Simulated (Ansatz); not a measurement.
One crystal and one scan (frozen-phonon scan) at two levels, PBE (plane waves to 420 eV, PAW, scalar-relativistic; Ansatz, a first-principles code) and r2SCAN (plane waves to 500 eV, PAW, scalar-relativistic; Ansatz), each from its own relaxed cell and on its own mesh. The cell shown is that of PBE.

Relaxed ZnCu (CsCl type):

```
ZnCu
1.0
    5.92765     0.00000     0.00000
    0.00000     2.96382     0.00000
    0.00000     0.00000     2.96382
Zn Cu
2 2
Cartesian
  0.00000   0.00000   0.00000
  2.96382   0.00000   0.00000
  1.48191   1.48191   1.48191
  4.44574   1.48191   1.48191
```

The atoms are displaced by Q × the pattern below (from a DFPT mode at X = (0.5, 0.0, 0.0), largest move 1; Q in Å), at fixed cell. (q is in reciprocal vectors of the primitive cell; the cell shown is doubled to hold the pattern.)

```csv
atom,x,y,z
Cu3,-1.000,0.000,0.000
Cu4,1.000,0.000,0.000
```

Atoms not listed stay in place.

ZnCu is run without spin polarisation. ZnCu was relaxed with its symmetry unable to fall. With partly filled bands, energies and forces of such displacements shift with the k mesh and the smearing. Percentages come from the unrounded values.

Results of PBE:

| Quantity | Value |
|---|---|
| Lattice constant a (Å) | 2.964 |
| Harmonic wavenumber from the curvature (finite differences) (cm⁻¹ (negative: imaginary)) | 149 |
| Shape of the curve | a single well with its minimum at or next to zero displacement |

Question: What does r2SCAN give for the same quantities?

Answer: 
```csv
quantity,r2SCAN,PBE − r2SCAN
Lattice constant a (Å),2.919,+0.045 (+1.5 %)
Harmonic wavenumber from the curvature (finite differences) (cm⁻¹ (negative: imaginary)),161,-12 (-7 %)
```

PBE gives the higher value for: lattice constant a. PBE gives the lower value for: harmonic wavenumber from the curvature. Both give the same shape of the curve: a single well with its minimum at or next to zero displacement.

(For displaced atoms, the force is minus the slope of the energy, and its curvature is a force constant, which sets phonon frequencies.)
